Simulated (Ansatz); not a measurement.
W$_{2}$NCl$_{8}$ in space group P-1 (No. 2; Pearson symbol aP11), PBE (plane waves, PAW; program Ansatz), all energies at zero smearing, with the estimated change up to a 700 eV cutoff added, with one set of potentials and settings (totals compare only within such a set). Cell of 11 atoms (2 W, 1 N, 8 Cl): -29799.002 eV.

| element | reference phase | E (eV/atom) |
|---|---|---|
| W | Im-3m, 1 atoms in the cell | -10384.8193 |
| N | Pa-3, 8 atoms in the cell | -384.0325 |
| Cl | Cmce, 4 atoms in the cell | -1079.4982 |

Formation energy per atom, worked out: (-29799.002 − 2×(-10384.8193) − 1×(-384.0325) − 8×(-1079.4982))/11 = -0.850 eV/atom (-82 kJ per mol of atoms), at 0 K, without zero-point energy or fitted corrections.

The first step of the workflow began from a Materials Project structure, measured or hypothetical; the Crystallography Open Database copy checked does not list it. Entries of such low symmetry are often ordered models of mixed-site phases. Whether it is the stable phase at ambient conditions was not checked. The cell was relaxed with PBE under the symmetry of its start; whether a distortion lowers the energy is not shown. Spin order of the final state: ferromagnetic, the only order run, not a proven ground state. No Hubbard U is applied. A crystal of weakly bound chains computed without a dispersion correction: the cell and the soft elastic constants depend strongly on that. The references are the lowest solids computed at this level, not always the standard phases (solids in place of the gases). Scalar-relativistic: spin–orbit coupling is off unless named, which matters more the heavier the elements.

Potentials: the later of the program's two PAW sets.
